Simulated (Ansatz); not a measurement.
Y$_{2}$In:
Space group P6₃/mmc (No. 194); a = 5.392 Å, b = 5.392 Å, c = 6.775 Å, α = 90.00°, β = 90.00°, γ = 120.00°

| atom | site | symmetry | x | y | z |
|---|---|---|---|---|---|
| Y | 2d | -6m2 | 0.6667 | 0.3333 | 0.2500 |
| In | 2c | -6m2 | 0.3333 | 0.6667 | 0.2500 |
| Y | 2a | -3m. | 0.0000 | 0.0000 | 0.0000 |

Relaxed at zero pressure with plane-wave PAW r²SCAN (Ansatz code).

**Question.** The volume is raised by 6 % and shape and atoms relax at that volume. What pressure results, and how do the axes share the change?

**Answer.** -3.0 GPa; a 1.8 %, b 1.8 %, c 2.3 %; the energy rises by 17 meV/atom.

**Question.** Give the new structure.

**Answer.** 
Space group P6₃/mmc (No. 194); a = 5.489 Å, b = 5.489 Å, c = 6.930 Å, α = 90.00°, β = 90.00°, γ = 120.00°

```tsv
atom	site	symmetry	x	y	z
Y	2d	-6m2	0.6667	0.3333	0.2500
In	2c	-6m2	0.3333	0.6667	0.2500
Y	2a	-3m.	0.0000	0.0000	0.0000
```

The phase is kept; no other phase was compared at this pressure.

Space group P6_3/mmc. The workflow started from an entry of the Crystallography Open Database (COD). Whether it is the stable phase at ambient conditions was not checked. The cell was relaxed with r²SCAN under the symmetry of its start; its stability against distortions is not shown here. The run is not spin-polarised. Axis ratios of metals converge slowly with the k-mesh, so a and c are less sure than the volume.

Potentials: the later of the program's two PAW sets.
